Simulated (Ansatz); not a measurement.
MgO:
```
CELL_PARAMETERS angstrom
      0.00000     2.07963     2.07963
      2.07963     0.00000     2.07963
      2.07963     2.07963     0.00000
ATOMIC_POSITIONS crystal
  Mg 0.50000 0.50000 0.50000
  O  0.00000 0.00000 0.00000
```

Relaxed with LDA. Special points in fractions of this cell's reciprocal vectors: Γ (0.000, 0.000, 0.000); X (0.500, 0.000, 0.500); U (0.625, 0.250, 0.625); K (0.375, 0.375, 0.750); L (0.500, 0.500, 0.500); W (0.500, 0.250, 0.750).

**Question.** List the band energies nearest the valence-band maximum at these points for LDA in the plane-wave PAW code Ansatz.

**Answer.** In eV from the valence-band maximum; about four levels below and three above (degenerate sets whole), none deeper than 8.9 eV; … stands for higher levels left out; points with the same levels are listed once.

```
k              below    above
-  -----------------  -------
Γ     0.00 0.00 0.00   5.03 …
X  -4.27 -1.41 -1.41   8.96 …
U  -3.66 -2.86 -1.21  10.08 …
L  -4.86 -0.70 -0.70   7.99 …
W  -3.11 -3.11 -1.87        …
```

Space group Fm-3m (rock salt). The LDA relaxation kept the symmetry of its start; phonons on a q-mesh show no instability. The volume moved by -42 % from the start of the relaxation.

Potentials: the later of the program's two PAW sets.
